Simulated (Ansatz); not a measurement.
## CaBi$_{2}$B$_{4}$I, a known structure type with other elements, at an estimated volume

```
Bi Ca I B
1.0
     3.80946    0.00000    0.00000
     0.00000    3.80946    0.00000
     0.00000    0.00000    9.28313
Bi Ca I B
2 1 1 4
Direct
  0.50000 0.50000 0.73920
  0.50000 0.50000 0.26080
  0.00000 0.00000 0.00000
  0.00000 0.00000 0.50000
  0.50000 0.00000 0.85400
  0.00000 0.50000 0.85400
  0.50000 0.00000 0.14600
  0.00000 0.50000 0.14600
```

Level: PBE, no spin polarisation; 420 eV; 9×9×4 Γ-centred mesh; fermi-dirac occupations (width 0.1 eV); Ansatz 0.2.0, fixed geometry.

**Forces.** The largest is on Bi1 (and as large on other atoms): 4.80 eV/Å, components (0.00, 0.00, -4.80). It makes 119° with the line to a nearest neighbour, B5 at 2.18 Å.
**Stress.** The pressure is 30.7 GPa (compression positive), so with the atoms held at these fractions the cell would first expand; the forces are large, so a full relaxation may end otherwise. The principal stresses 25.3, 33.4, 33.4 GPa differ, so its shape would change too.
**Formation energy.** 1.85 eV an atom against the elements' usual phases (free molecules for gases, crystals otherwise, with no correction for O₂ or N₂), so at this geometry it isn't bound against them. Relaxing would lower it.
**Charges.** Bader charges in e: Ca +1.04, Bi +0.63, B -0.45, I -0.51. In the mean Ca gives up most and I takes most.
**At the Fermi level.** It is a metal, with about 4.4 states/eV a cell as the mean within 0.25 eV of the Fermi level, mostly B p (57 %) and B s (13 %).

Origin: a known structure type with other elements, at an estimated volume, so it need not be a known compound. Caveats: odd electron count without spin polarisation, so a magnetic state may lie lower; atoms or cell far from equilibrium.
